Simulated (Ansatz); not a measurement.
## Ansatz 0.2.0, relaxation: LaBr2

Run with:

```bash
ansatz run input.yaml --threads 2 --pin off --max-ram 3584MiB --backend cpu --events-out ev --progress --plain --runs-dir out
```

input.yaml:

```yaml
crystal:
  lattice:
    - [2.510728, 4.348709, 0.0]
    - [-2.510728, 4.348709, 0.0]
    - [0.0, 0.0, 4.413566]
  atoms:
    - { symbol: La, position: [0.0, 0.0, 0.0] }
    - { symbol: Br, position: [0.3333, 0.3334, 0.5] }
    - { symbol: Br, position: [0.6666, 0.6667, 0.5] }
  symmetry: { tolerance: 0.0003 }
kpoints:
  mp_grid: { grid: [6, 6, 6], shift: [0, 0, 0] }
magnetization:
  spin_polarized: false
scf:
  occupations: { method: cold, width: 0.0327 }
  lower_state_search: "off"
hamiltonian:
  pseudopotentials: { kind: paw }
  xc: pbesol
basis:
  ecutwfc: 420
  fft_grid_basis: typed
relax:
  max_steps: 40
  cell: { p_target: 0.0 }
output:
  forces: true
  stress: true
  eigenvalues: true
  bader: true
  populations: true
  elf: true
  write_potential: true
  volumetric_format: npy
  dos:
    e_range: [-12, 8]
    de: 0.05
    projected: { site_lists: { Br: [Br], La: [La] } }
checkpoint:
  read: saved_state
```

Origin of the cell: a known structure type with other elements, at an estimated volume, so it need not be a known compound.

The saved state is a converged single point of the same cell.

Steps («new basis» is an SCF on plane waves selected anew at the same cell):

| step | ΔF (meV/atom) | max force component (eV/Å) | P (GPa) | volume (Å³) | SCF iterations | step was |
| --- | --- | --- | --- | --- | --- | --- |
| 1 | 0.0 | 0.000 | -2.71 | 96.38 | 6 | accepted |
| 2 | -157.6 | 0.000 | -3.14 | 93.81 | 7 | accepted |
| 3 | -299.5 | 0.000 | -2.90 | 90.10 | 7 | accepted |
| 4 | -417.0 | 0.000 | -2.07 | 86.22 | 7 | accepted |
| 5 | -483.5 | 0.000 | -0.41 | 82.24 | 7 | accepted |
| 6 | -487.9 | 0.000 | 0.41 | 80.90 | 6 | accepted |
| 7 | -488.8 | 0.000 | 0.02 | 81.52 | 5 | accepted |
| 8 | -488.6 | 0.000 | 0.02 | 81.52 | 6 | new basis |

Step 1, with forces in eV/Å:

```xyz
3
Lattice="2.511 4.349 0.000 -2.511 4.349 0.000 0.000 0.000 4.414" Properties=species:S:1:pos:R:3:forces:R:3 pbc="T T T" step=1
La    0.000    0.000    0.000    0.000    0.000    0.000
Br    0.000    2.899    2.207    0.000    0.000    0.000
Br    0.000    5.798    2.207    0.000    0.000    0.000
```

Step 2, with forces in eV/Å:

```xyz
3
Lattice="2.540 4.399 0.000 -2.540 4.399 0.000 0.000 0.000 4.198" Properties=species:S:1:pos:R:3:forces:R:3 pbc="T T T" step=2
La    0.000    0.000    0.000    0.000    0.000    0.000
Br    0.000    2.933    2.099    0.000    0.000    0.000
Br    0.000    5.865    2.099    0.000    0.000    0.000
```

Step 3, with forces in eV/Å:

```xyz
3
Lattice="2.555 4.425 0.000 -2.555 4.425 0.000 0.000 0.000 3.984" Properties=species:S:1:pos:R:3:forces:R:3 pbc="T T T" step=3
La    0.000    0.000    0.000    0.000    0.000    0.000
Br    0.000    2.950    1.992    0.000    0.000    0.000
Br    0.000    5.901    1.992    0.000    0.000    0.000
```

Step 4, with forces in eV/Å:

```xyz
3
Lattice="2.570 4.451 0.000 -2.570 4.451 0.000 0.000 0.000 3.769" Properties=species:S:1:pos:R:3:forces:R:3 pbc="T T T" step=4
La    0.000    0.000    0.000    0.000    0.000    0.000
Br    0.000    2.967    1.885    0.000    0.000    0.000
Br    0.000    5.935    1.885    0.000    0.000    0.000
```

Step 5, with forces in eV/Å:

```xyz
3
Lattice="2.584 4.476 0.000 -2.584 4.476 0.000 0.000 0.000 3.555" Properties=species:S:1:pos:R:3:forces:R:3 pbc="T T T" step=5
La    0.000    0.000    0.000    0.000    0.000    0.000
Br    0.000    2.984    1.778    0.000    0.000    0.000
Br    0.000    5.968    1.778    0.000    0.000    0.000
```

Step 6, with forces in eV/Å:

```xyz
3
Lattice="2.598 4.500 0.000 -2.598 4.500 0.000 0.000 0.000 3.460" Properties=species:S:1:pos:R:3:forces:R:3 pbc="T T T" step=6
La    0.000    0.000    0.000    0.000    0.000    0.000
Br    0.000    3.000    1.730    0.000    0.000    0.000
Br    0.000    6.000    1.730    0.000    0.000    0.000
```

Step 8, with forces in eV/Å:

```xyz
3
Lattice="2.598 4.499 0.000 -2.598 4.499 0.000 0.000 0.000 3.488" Properties=species:S:1:pos:R:3:forces:R:3 pbc="T T T" step=8
La    0.000    0.000    0.000    0.000    0.000    0.000
Br    0.000    2.999    1.744    0.000    0.000    0.000
Br    0.000    5.999    1.744    0.000    0.000    0.000
```

```
Free energy lowered by  : 488.6 meV/atom
Volume change           : -15.42 %
Final pressure          : 0.02 GPa
Relaxation steps listed : 8
```

Caveats: no moments, though an odd count or open d shells may carry them; no spin-orbit coupling, though heavy elements are present; the k mesh is coarse if the cell is a metal; the relaxation held the start's symmetry, so the end may be a saddle point.

Time: 23 s on 2 threads of Arm Neoverse V1, with other jobs on the host, peak memory 0.41 GiB, from a saved density.
